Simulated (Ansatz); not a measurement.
**Calculated with Ansatz: SbPd₃, relaxation**

Input:

```yaml
crystal:
  lattice:
    - [2.39265764, 4.14420145, 0.0]
    - [-2.39265764, 4.14420145, 0.0]
    - [0.0, 0.0, 8.51910556]
  atoms:
    - { symbol: Sb, position: [0.3333, 0.3334, 0.25] }
    - { symbol: Sb, position: [0.6666, 0.6667, 0.75] }
    - { symbol: Pd, position: [0.0, 0.0, 0.25] }
    - { symbol: Pd, position: [0.0, 0.0, 0.75] }
    - { symbol: Pd, position: [0.3333, 0.3334, 0.597] }
    - { symbol: Pd, position: [0.6666, 0.6667, 0.097] }
    - { symbol: Pd, position: [0.3333, 0.3334, 0.903] }
    - { symbol: Pd, position: [0.6667, 0.6667, 0.403] }
  symmetry: { tolerance: 0.0003 }
kpoints:
  mp_grid: { grid: [8, 8, 4], shift: [0, 0, 0] }
magnetization:
  spin_polarized: false
scf:
  occupations: { method: fermi_dirac }
  lower_state_search: "off"
hamiltonian:
  pseudopotentials: { kind: paw }
  xc: r2scan
basis:
  ecutwfc: 500
  fft_grid_basis: typed
relax:
  max_steps: 60
  cell: { p_target: 5.0 }
  f_tol: 0.03
output:
  forces: true
  stress: true
  eigenvalues: true
  bader: true
  populations: true
  elf: true
  write_potential: true
  volumetric_format: npy
  dos:
    e_range: [-12, 8]
    de: 0.05
    projected: { site_lists: { Pd: [Pd], Sb: [Sb] } }
checkpoint:
  read: saved_state
```

Run with:

```bash
ansatz run input.yaml --threads 2 --pin off --max-ram 2560MiB --backend cpu --events-out ev --progress --plain --runs-dir out
```

Origin of the cell: a known structure type with other elements, at an estimated volume, so it need not be a known compound.

The smearing width isn't typed, so it takes its default of 0.1 eV.

The saved state is a converged single point of the same cell.

Steps («new basis» is an SCF on plane waves selected anew at the same cell):

```
step  ΔH (meV/atom)  max force component (eV/Å)  P (GPa)  volume (Å³)  SCF iterations   step was
   1            0.0                       1.199   -15.21       168.95               6   accepted
   2         -337.4                       1.054    -6.43       146.81               9   accepted
   3         -367.5                       1.132    19.55       125.55               8   accepted
   4         -422.4                       0.144     1.91       136.91               8   accepted
   5         -426.6                       0.014     4.95       134.38               7   accepted
   6         -426.7                       0.001     5.00       134.33               5   accepted
   7         -423.6                       0.000     4.87       134.33               8  new basis
   8         -423.6                       0.001     5.00       134.23               5   accepted
   9         -423.6                       0.001     5.00       134.23               4  new basis
```

Before:

Space group P6_3/mmc (No. 194); the run's cell has a = 4.785 Å, b = 4.785 Å, c = 8.519 Å, α = 90.00°, β = 90.00°, γ = 60.00°. Shortest distances: Pd–Pd 2.61 Å, Pd–Sb 2.76 Å.

The relaxed structure.

Space group P6_3/mmc (No. 194); the run's cell has a = 4.412 Å, b = 4.412 Å, c = 7.964 Å, α = 90.00°, β = 90.00°, γ = 60.00°. Shortest distances: Pd–Sb 2.55 Å, Pd–Pd 2.75 Å.

```yaml
crystal:
  lattice:
    - [2.20578, 3.82053, 0.00000]
    - [-2.20578, 3.82053, 0.00000]
    - [0.00000, 0.00000, 7.96418]
  atoms:
    - { symbol: Sb, position: [0.33333, 0.33333, 0.25000] }
    - { symbol: Sb, position: [0.66667, 0.66667, 0.75000] }
    - { symbol: Pd, position: [0.00000, 0.00000, 0.25000] }
    - { symbol: Pd, position: [0.00000, 0.00000, 0.75000] }
    - { symbol: Pd, position: [0.33333, 0.33333, 0.57750] }
    - { symbol: Pd, position: [0.66667, 0.66667, 0.07750] }
    - { symbol: Pd, position: [0.33333, 0.33333, 0.92250] }
    - { symbol: Pd, position: [0.66667, 0.66667, 0.42250] }
```

```
Enthalpy lowered by     : 423.6 meV/atom
Volume change           : -20.55 %
Final pressure          : 5.00 GPa
Relaxation steps listed : 9
```

Caveats: no spin-orbit coupling, though heavy elements are present; the relaxation held the start's symmetry, so the end may be a saddle point.

Time: 7.5 min on 2 threads of Arm Neoverse N1 (shared host), peak memory 1 GiB, from a saved density.
